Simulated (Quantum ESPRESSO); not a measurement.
## Report: field gradients of Hf (P6₃/mmc) under strain

```
CELL_PARAMETERS angstrom
      3.19238     0.00000     0.00000
     -1.59619     2.76468     0.00000
      0.00000     0.00000     5.04504
ATOMIC_POSITIONS crystal
  Hf 0.33333 0.66667 0.25000
  Hf 0.66667 0.33333 0.75000
```
Geometry: a computed entry of the Materials Project; it was not checked against measured cells. It is Hf in P6₃/mmc. Stability against distortions was not tested. The run has no spin polarisation.

Method: field gradients by a PBE PAW density (pw.x of a modified build of Quantum ESPRESSO, JTH datasets) with the all-electron reconstruction of Petrilli and co-workers, 20 Ha, k-mesh 14×14×8 through Γ. Relaxations, where named, use PBE in pw.x of Quantum ESPRESSO. Values are those of each site's first atom; slopes are least-squares lines through the rows.

**Isotropic strain.** The last row in full: isotropic strain, all lattice vectors scaled by 1.02, fractional positions kept. Sites: Hf is atom 1.

| strain (%) | Vzz Hf (a.u.) |
|---|---|
| -2 | 1.097 |
| -1 | 1.004 |
| 0 | 0.916 |
| +1 | 0.833 |
| +2 | 0.754 |
| slope per % | -0.0859 |

Vzz Hf (a.u.) answers most, by -0.0859 per %. Largest miss of the straight line: Vzz Hf 0.0047.

**Volume-keeping strain along the main axis.** The last row in full: strained by +2 % along the unique axis and by -1 % across it, fractional positions kept. Sites: Hf is atom 1.

```json
[
 {"strain (%)": "-2", "Vzz Hf (a.u.)": "1.204"},
 {"strain (%)": "-1", "Vzz Hf (a.u.)": "1.065"},
 {"strain (%)": "0", "Vzz Hf (a.u.)": "0.916"},
 {"strain (%)": "+1", "Vzz Hf (a.u.)": "0.760"},
 {"strain (%)": "+2", "Vzz Hf (a.u.)": "0.595"},
 {"strain (%)": "slope per %", "Vzz Hf (a.u.)": "-0.1522"}
]
```

Vzz Hf (a.u.) answers most, by -0.1522 per %. Largest miss of the straight line: Vzz Hf 0.0087.

**Summary.** Under isotropic strain, the largest response is that of Vzz Hf (a.u.) (-0.0859 per %). Under volume-keeping strain along the main axis, the largest response is that of Vzz Hf (a.u.) (-0.1522 per %). Cores are frozen. Hf had no test against all-electron runs. Spin–orbit coupling is left out, a limit on Hf. This crystal comes out metallic or nearly gapless here; its field gradients are sensitive to mesh and smearing. Static lattice: thermal averaging is not included.

As single numbers, gradients under 0.02 a.u. lie near what cutoff and mesh leave (some 0.003 a.u. in our sweeps); these rows share cutoff and mesh counts, so their differences are steadier.
